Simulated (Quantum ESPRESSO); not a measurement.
## NMR parameters of SrCl2

```
SrCl2
1.0
    0.00000     3.49974     3.49974
    3.49974     0.00000     3.49974
    3.49974     3.49974     0.00000
Sr Cl
1 2
Cartesian
  0.00000   0.00000   0.00000
  5.24962   5.24962   5.24962
  1.74987   1.74987   1.74987
```
The cell comes from the Materials Project (a computed structure). It is SrCl2 in Fm-3m; whether this form has been observed was not checked. Stability against distortions was not tested.

Shieldings are absolute and leave out the bulk-susceptibility term; a larger σ means a smaller chemical shift. By our sweeps, such settings leave a few ppm in absolute σ on light atoms and up to some 20 ppm from Zn on. Spin–orbit coupling is left out; its weight grows with the heaviest atom, Sr here. No d partial waves on Cl: the paramagnetic term there is incompletely reconstructed.

Q: What do the calculations give at each independent site (shieldings by PBE GIPAW on JTH datasets (Quantum ESPRESSO, modified build), 25 Ha, k-mesh 4×4×4 shifted, f-sum rule met within 0.002 %)?

A: 
| site | site symmetry | σ_iso (ppm) |
|---|---|---|
| Sr (atom 1) | m-3m | 2939 |
| Cl (atoms 2, 3) | -43m | 741 |
